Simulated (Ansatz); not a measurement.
Theory: DFT PBE, scalar-relativistic, plane waves, PAW (Ansatz). Settings: cutoff 420 eV, Γ-centred meshes spaced at most about 0.3 Å⁻¹, and about 0.25 Å⁻¹ or finer for metals (2π included), Gaussian smearing. No spin polarisation in the final relaxations.

All energies are static (0 K, no zero-point motion).

Compare these two cells of Sc₂GaSbAs₂, each relaxed at this level.

A.

```xyz
6
Lattice="-2.6262 2.6262 5.5865 2.6262 -2.6262 5.5865 2.6262 2.6262 -5.5865" Properties=species:S:1:pos:R:3 pbc="T T T"
Sc    0.0000    2.6262    2.7932
Sc    2.6262    0.0000    2.7932
Ga    0.0000    0.0000    0.0000
Sb    0.0000    0.0000    5.5865
As    0.0000    0.0000    2.5244
As    0.0000    0.0000    8.6485
```

B.

```xyz
6
Lattice="4.7269 0.0000 0.0000 0.0000 4.7269 0.0000 0.0000 0.0000 6.1156" Properties=species:S:1:pos:R:3 pbc="T T T"
Sc    2.3635    0.0000    6.1077
Sc    0.0000    2.3635    6.1077
Ga    0.0000    0.0000    4.1732
Sb    2.3635    2.3635    1.8449
As    2.3635    2.3635    4.6083
As    0.0000    0.0000    1.6207
```

Question: Which would you expect to be lower, and how large is the difference?

Answer: A is lower, by 18 meV/atom. A has space group I4/mmm (No. 139), 25.7 Å³/atom and no gap on its mesh; B has space group P4mm (No. 99), 22.8 Å³/atom and no gap. Counting As or Sb atoms around Ga and Sc (for each partner element, those within 1.25 times its shortest distance or 1.15 times the sum of covalent radii, where it is the nearest in units of that sum or under 1.3; a plus sign parts groups by distance over the sum of covalent radii), A has Sc 4+4, Ga 2 and B has Sc 6, Ga 1. The lower one is the more open, so pressure narrows the difference. Both come from invented guesses. A third cell relaxed alike, in P-4m2, lies 208 meV/atom below the lower of the two.

Spin–orbit coupling, which can matter for Sb, is left out. Cells relaxed within their symmetry can be saddle points.
